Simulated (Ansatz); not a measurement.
## CoGe, first-principles data

CoGe:
```
CELL_PARAMETERS angstrom
      2.92972     0.00000     0.00000
      0.00000     2.92972     0.00000
      0.00000     0.00000     2.92972
ATOMIC_POSITIONS crystal
  Co 0.00000 0.00000 0.00000
  Ge 0.50000 0.50000 0.50000
```
The run is spin-polarised; directions of the spins, atom by atom: ↑ 0.

Space group Pm-3m (No. 221), CsCl type; conventional cell a = 2.9297 Å, b = 2.9297 Å, c = 2.9297 Å, α = 90.00°, β = 90.00°, γ = 90.00°.

Method: plane-wave PAW PBE (Ansatz code). Structure relaxed to zero pressure with the same functional. Other levels are named where they apply.

Cell and energy:

```json
{
  "volume_per_atom": "12.57 Å³",
  "density": "8.69 g/cm³",
  "Formation energy from the elements (no fitted shifts)": "-0.018 eV/atom"
}
```

Electronic structure:

```json
{
  "electronic_character": "metallic (no gap)",
  "Density of states at the Fermi level": "0.48 states/eV per atom (mean over ±0.08 eV)"
}
```

Magnetism:

```json
{
 "magnetic_order": "ferromagnetic",
 "net_moment": "0.41 μB per atom"
}
```

Mechanics:

```json
{
  "Bulk modulus (Birch–Murnaghan fit)": "154 GPa",
  "Pressure derivative B′": "4.2"
}
```

The cell is a constructed one: a structure type filled with these elements; neither database checked (COD, Materials Project) lists it. Whether it is the stable phase at ambient conditions was not checked. Symmetry was held in the PBE relaxation; whether a distortion lowers the energy is not shown. Magnetic state: ferromagnetic, chosen from 4 collinear starts compared on coarse meshes (ties went to the first, and starts can fall back to one state), not a proven ground state. The references are the lowest solids computed at this level, not always the standard phases. Spin–orbit coupling is left out wherever it is not named.

Potentials: the later of the program's two PAW sets.
